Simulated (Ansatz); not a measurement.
## Rh: from a starting cell to a relaxed one

The start is a generated cell, Rh built in the AFLOW prototype A_hP1_191_a (A_f, as in Sn). The structure is fully relaxed (lattice and positions, P = 0) with PBEsol (plane waves to 420 eV, PAW, scalar-relativistic; Ansatz, an electronic-structure program). The first steps use a coarse 14×14×13 k-mesh.

Input geometry:
```
CELL_PARAMETERS angstrom
      2.57181     0.00000     0.00000
     -1.28591     2.22726     0.00000
      0.00000     0.00000     2.39486
ATOMIC_POSITIONS crystal
  Rh 0.00000 0.00000 0.00000
```

Task: How large is the pressure on the unrelaxed cell, and of which sign?

Result: +19.9 GPa (positive: the cell is compressed).

Task: By how much does the energy per atom fall from start to end?

Result: 0.07 eV/atom.

Task: How does the volume per atom move from start to end?

Result: +7.1 %, from 13.72 to 14.70 Å³/atom.

Task: How do the shortest distances between atoms change?

Result: The closest pairs of elements (up to four, under 3.6 Å), start → end: Rh–Rh 2.39 → 2.51 Å.

Task: What band gap does the relaxed structure have at this level?

Result: Zero (metallic).

Task: Write out the relaxed structure.

Result: 
Space group P6/mmm (No. 191); a = b = 2.603 Å, c = 2.505 Å, α = β = 90.00°, γ = 120.00°

```
atom  site  symmetry       x       y       z
----  ----  --------  ------  ------  ------
Rh      1a     6/mmm  0.0000  0.0000  0.0000
```

The space group stays P6/mmm (No. 191) (the run could not lower it); the end is AFLOW prototype A_hP1_191_a (A_f, as in Sn), with 1 atom in the primitive cell. Final values are on a 20×20×18 k-mesh of the relaxed cell. No spin polarisation in the result.

The run could not lose the symmetry of its start, so the end can be a saddle point.

The relaxed structure here is a generated cell of Rh: the first start was made by placing the elements on the sites of a structure type, and the end was not matched to a known phase here, so it may be hypothetical. Known forms of Rh include space group No. 225.
